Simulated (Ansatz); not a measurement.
Relaxed-ion elastic tensor of Sr (hcp (Mg type), P6_3/mmc) in GPa (Voigt order), LDA (plane waves, PAW; program Ansatz); density 2.98 g/cm³, 48.82 Å³ per atom.

```csv
,1,2,3,4,5,6
1,22.0,12.0,4.6,0.0,0.0,0.0
2,12.0,22.0,4.6,0.0,0.0,0.0
3,4.6,4.6,32.5,0.0,0.0,0.0
4,0.0,0.0,0.0,6.7,0.0,0.0
5,0.0,0.0,0.0,0.0,6.7,0.0
6,0.0,0.0,0.0,0.0,0.0,5.0
```

Is the crystal mechanically stable?

Yes: the smallest eigenvalue of C is 5.0 GPa.

Work out the Voigt, Reuss and Hill averages.

K_V = 13.2, K_R = 13.2, K_H = 13.2; G_V = 7.4, G_R = 6.4, G_H = 6.9 GPa.

Give Young's modulus, Poisson's ratio, Pugh's ratio and the universal anisotropy index.

E = 9KG/(3K + G) = 17.6 GPa; ν = 0.28; K/G = 1.91 (ductile by the Pugh limit of 1.75); A_U = 5G_V/G_R + K_V/K_R − 6 = 0.70.

Estimate the sound speeds and the Debye temperature.

v_l = √((K + 4G/3)/ρ) = 2740 m/s, v_t = √(G/ρ) = 1520 m/s, mean 1700 m/s; Θ = (h/k)(3n/4πV)^(1/3) v_m = 138 K.

How much does each axis shrink under pressure?

Linear compressibilities β_i = Σ_j S_ij (j = 1 to 3): x 26, y 26, z 23 per TPa.

The workflow started from a Materials Project entry (that database holds measured and hypothetical structures alike); the Crystallography Open Database files this formula in space group No. 194, but the cells were not matched. It is not the phase usual at ambient conditions (space group No. 225). Symmetry was held in the LDA relaxation; of distortions, only those at the zone centre were tested. As this level gives no gap, shear constants depend on the k-mesh and smearing (Fermi–Dirac, 0.1 eV here).

Potentials: the later of the program's two PAW sets.
